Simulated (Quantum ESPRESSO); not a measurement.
## Different elements on one site among Hf In Nb Sc

These are calculations, not measurements. They come from Quantum ESPRESSO 7.5, a public plane-wave density functional program. Each row is one single-point run on a made-up periodic cell of eight metal atoms, with elements, volume, strain and displacements drawn at random and not relaxed, so a cell may be unstable or far from any real phase. There is no spin polarisation or spin-orbit coupling.

Settings: PBE unless stated; PseudoDojo standard norm-conserving files; Fermi-Dirac width 0.25 eV, which means electrons at about 2900 K; cutoff 1116 eV; 5 x 5 x 3 k mesh shifted half a step off Gamma. E is the free energy of the whole cell (internal energy minus TS), so a -TS column is already part of it. Stress is positive in tension, and the pressure P is minus a third of its trace.

Checks: one run of this series was repeated at a higher cutoff and on a denser mesh, which moved values by no more than 0.002 eV, 0.03 GPa and 0.009 eV/Å, and a second program with other atomic files agreed on it to 2 % rms in force and 0.5 GPa in pressure. Known limits: heavy elements are run without spin-orbit coupling, which real alloys of them have; a spin test at this wide smearing found no moment, but such smearing suppresses magnetism that the real alloy may have.

The lattice is face-centred cubic, and the cell vectors in Å are (0.026, -0.025, -4.383); (4.384, 0.059, -0.026); (-0.118, -8.581, -0.050), a volume of 164.81 Å³. The elements on sites 1 to 8 are Hf Hf Sc Nb Hf In X In. The runs change X and keep the cell and the displaced positions. The column v is a rough volume for each atom of the pure element, close to PBE values, from general knowledge and not from these runs. Energies are left out, as each element's file has its own zero.

| run | X | v (Å³) | -TS (eV) | force on X (eV/Å) | rms force (eV/Å) | P (GPa) |
|---|---|---|---|---|---|---|
| 1 | Sc | 24.6 | -1.744 | 0.634 | 0.600 | 7.54 |
| 2 | Mo | 15.8 | -1.740 | 0.406 | 0.721 | 1.77 |
| 3 | Li | 20.3 | ? | ? | ? | ? |
| 4 | Ir | 14.5 | -1.600 | 0.474 | 0.744 | -1.21 |
| 5 | Al | 16.5 | -1.467 | 0.417 | 0.640 | 2.41 |

## Worked fit

A straight line through the runs shown gives P = -11.0 + 0.765 v GPa with v in Å³, an error of 0.151 on the slope and a scatter of 1.20 GPa. At this fixed volume the pressure tends to rise with the size of X.

## Withheld run

Question: what pressure should run 3, with Li, give?

The fit gives 4.53 ± 1.39 GPa. The calculation gave 3.06 GPa.
